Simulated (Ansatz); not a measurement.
# LaPt$_{3}$

```yaml
crystal:
  lattice:
    - [4.21443, 0.00000, 0.00000]
    - [0.00000, 4.21443, 0.00000]
    - [0.00000, 0.00000, 4.21443]
  atoms:
    - { symbol: La, position: [0.00000, 0.00000, 0.00000] }
    - { symbol: Pt, position: [0.00000, 0.50000, 0.50000] }
    - { symbol: Pt, position: [0.50000, 0.50000, 0.00000] }
    - { symbol: Pt, position: [0.50000, 0.00000, 0.50000] }
```

Atoms are numbered in the order listed.

Conventional cell: a = 4.214 Å, b = 4.214 Å, c = 4.214 Å, α = 90.00°, β = 90.00°, γ = 90.00°. La (atom 1) is surrounded by 12 Pt at 2.98 Å. Pt (atom 2) has 4 La at 2.98 Å and 8 Pt at 2.98 Å as nearest neighbours.

Structure from Materials Project entry mp-11487 (possibly hypothetical), not relaxed further.

Spin polarisation is left out, and whether a magnetic state lies lower isn't shown here.

Spin–orbit coupling is left out, though it moves levels of the heavy atoms by tenths of an eV or more.

All numbers are computed: DFT, LDA, all-electron LAPW, scalar-relativistic (Ansatz 0.2.0); DFT, LDA, PAW with Ansatz's default frozen-core files, scalar-relativistic (Ansatz 0.2.0).

For LAPW: a Γ-centred 10×10×10 k mesh, Fermi–Dirac smearing of 0.08 eV, basis error target 1 meV/atom, no spin polarisation. PAW takes a cutoff of 420 eV at this cell (files made with PBE, cores remade for this functional). The Ansatz runs share mesh, smearing and spin set-up. Values come from LAPW unless marked.

* Density of states at the Fermi level (0.2 eV bin): 2.37 states/eV per cell
* Band gap: none: with an odd electron count and no spin polarisation the bands can't all be full, a metal in this set-up (spin order or a larger cell could open a gap)
* Bader charges (from the PAW run): La1 +1.49, Pt2 -0.50 e
* Volume per atom: 18.71 Å³

Predict this quantity. Pressure at this cell.

-8.69 GPa.

Löwdin charges (with 0.28 e of the cell spilling out of the atomic basis, so their sizes and signs hang on that basis): what does the calculation give?

La1 -0.39, Pt2 0.23 e.
